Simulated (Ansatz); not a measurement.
AlP in space group Pm-3n (No. 223; Al on 6c, P on 6d), a = b = c = 6.766 Å, α = β = γ = 90.00°.

Relaxed with PBE.

Task: Which orbitals make up the states near the band edges in PBE in the plane-wave PAW code Ansatz?

Result: Top 1 eV of the valence band: P 3p 80 %, Al 3p 16 %. Bottom 1 eV of the conduction band: Al 3p 42 %, Al 3s 27 %, P 3p 12 %, P 3s 8 %, outside the projected shells 10 %. Projections are on Löwdin-orthogonalised atomic valence shells; empty p or d shells of many metals are not among them.

Task: Tabulate the density of states.

Result: States/eV per cell of 12 atoms, in 0.25 eV bins, energy from the valence-band maximum.

```csv
E (eV),total,P 3p,Al 3p,Al 3s
-7.85,0.00,0.00,0.00,0.00
-7.60,0.00,0.00,0.00,0.00
-7.35,0.00,0.00,0.00,0.00
-7.10,0.00,0.00,0.00,0.00
-6.85,0.00,0.00,0.00,0.00
-6.60,0.00,0.00,0.00,0.00
-6.35,0.00,0.00,0.00,0.00
-6.10,0.04,0.02,0.00,0.01
-5.85,5.20,3.11,0.50,1.42
-5.60,4.20,2.45,0.40,1.12
-5.35,1.93,1.11,0.17,0.52
-5.10,2.05,1.15,0.16,0.59
-4.85,9.46,5.23,0.48,3.30
-4.60,4.66,2.61,0.27,1.49
-4.35,4.06,2.31,0.32,1.10
-4.10,3.49,2.02,0.39,0.78
-3.85,2.79,1.68,0.49,0.45
-3.60,5.69,3.41,1.48,0.53
-3.35,6.52,3.91,1.74,0.50
-3.10,5.04,3.09,1.21,0.44
-2.85,4.94,3.09,1.36,0.29
-2.60,8.60,5.48,2.46,0.38
-2.35,8.61,5.58,2.40,0.35
-2.10,11.59,7.67,3.02,0.55
-1.85,5.73,3.90,1.30,0.30
-1.60,9.59,6.96,2.19,0.19
-1.35,13.47,10.20,2.79,0.22
-1.10,11.01,8.81,1.85,0.14
-0.85,5.56,4.47,0.83,0.08
-0.60,4.33,3.34,0.75,0.03
-0.35,3.48,2.74,0.62,0.01
-0.10,1.97,1.60,0.32,0.00
0.15,0.00,0.00,0.00,0.00
0.40,0.00,0.00,0.00,0.00
0.65,0.00,0.00,0.00,0.00
0.90,0.00,0.00,0.00,0.00
1.15,0.00,0.00,0.00,0.00
1.40,0.00,0.00,0.00,0.00
1.65,1.17,0.11,0.49,0.35
1.90,3.44,0.38,1.42,0.97
2.15,4.81,0.58,2.09,1.29
2.40,4.73,0.71,1.98,1.22
2.65,5.65,0.89,2.30,1.36
2.90,8.00,1.32,3.25,1.82
3.15,8.17,1.14,3.64,1.52
3.40,9.26,1.14,4.54,1.31
3.65,7.22,0.77,3.81,0.71
3.90,7.35,0.96,3.39,0.92
4.15,7.88,1.31,2.83,1.38
4.40,8.46,1.23,3.43,0.95
4.65,10.08,1.39,3.80,1.14
4.90,11.63,1.61,3.77,1.23
5.15,9.78,1.52,3.24,0.81
5.40,11.12,1.94,3.86,0.94
5.65,8.69,1.56,3.11,0.57
5.90,10.59,1.75,3.69,0.66
6.15,5.61,0.89,1.90,0.34
```

The start of the workflow was typed in or built on a structure type; neither database checked (COD, Materials Project) lists it. It is not the phase usual at ambient conditions (space group No. 216). The PBE relaxation kept the symmetry of its start; whether a distortion lowers the energy is not shown. The volume moved by 26 % from the start of the relaxation.

Potentials: the earlier of the program's two PAW sets.
